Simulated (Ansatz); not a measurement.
CuO (CsCl type, space group No. 221), the program Ansatz at the r²SCAN level (PAW), all energies at zero smearing, with the estimated change up to a 700 eV cutoff added, with one set of potentials and settings (totals compare only within such a set). Cell of 2 atoms (1 Cu, 1 O): -7197.297 eV.

```csv
element,reference phase,E (eV/atom)
Cu,"Fm-3m, 1 atoms in the cell",-6631.2396
O,"C2/m, 4 atoms in the cell, spin-polarised",-566.0281
```

Formation energy per atom, worked out: (-7197.297 − 1×(-6631.2396) − 1×(-566.0281))/2 = -0.015 eV/atom (-1 kJ per mol of atoms), at 0 K, without zero-point energy or fitted corrections.

Space group Pm-3m (CsCl type). The cell is a constructed one: a structure type filled with these elements; the Crystallography Open Database copy checked does not list it. It is not the phase usual at ambient conditions (space group No. 15). The cell was relaxed with r²SCAN under the symmetry of its start. At this level the phase is mechanically unstable. No spin polarisation was allowed. The volume moved by 51 % from the start of the relaxation. No Hubbard U is applied. The references are the lowest solids computed at this level, not always the standard phases (solids in place of the gases).

Potentials: the later of the program's two PAW sets.
